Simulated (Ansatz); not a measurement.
A scan (energy against volume; even scaling of the relaxed cell, symmetry kept) gave these values. Computed with r2SCAN (plane waves to 500 eV, PAW, scalar-relativistic; Ansatz, an electronic-structure program).

Bulk modulus B₀ (third-order Birch-Murnaghan fit): 91.3 GPa
Pressure derivative B₀′ (fit): 4.5
Equilibrium volume of the fit: 15.93 Å³/atom

Of these crystals, all scanned alike, which one is it?
(A) BeTe (zinc blende)
(B) Au (fcc, Cu type)
(C) CoSi₂ (fluorite type, space group Fm-3m)
(D) Al (fcc, Cu type)

D, Al (fcc, Cu type). The others have, for the bulk modulus: CoSi2 196 GPa, BeTe 59.3 GPa, Au 154 GPa

All were relaxed with their symmetry unable to fall. CoSi2 is run without spin polarisation. Spin-orbit coupling is left out. On this mesh the relaxed cell isn't quite at rest: it carries a pressure of 0.1 GPa (compression positive) at the zero of the scan.

(Under strain, the slope of the energy per volume gives the stress and its curvature an elastic modulus.)
